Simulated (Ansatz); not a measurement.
Values for one crystal, relaxed and computed with the program Ansatz at the r²SCAN level (PAW); other levels are named.

| Item | Value |
|---|---|
| Volume per atom | 10.40 Å³ |
| Band gap | 2.22 eV (direct) |
| Elastic constants (relaxed ions, GPa) | C11 = 291, C12 = 198, C13 = 165, C33 = 517, C44 = 128, C66 = 237 |
| Zone-centre stability | no imaginary mode at Γ |
| Electronic dielectric constant ε∞ (DFPT) | 6.59 (xx = yy), 7.82 (zz) |
| Highest zone-centre frequency (without LO–TO term) | 811 cm⁻¹ |
| Young's modulus | 307 GPa |

Problem. Which of these materials gives this?
A. TiO2, rutile
B. RbGdO2, R-3m (Gd on 3b, O on 6c, Rb on 3a)
C. MgMnO3, R-3 (Mg on 6c, Mn on 6c, O on 18f)
D. YSeO3, P2_1/c (Pearson symbol mP40)

Solution. A, TiO2, rutile

Space group P4_2/mnm (rutile). Symmetry was held in the r²SCAN relaxation. No spin polarisation was allowed.

Potentials: the later of the program's two PAW sets.
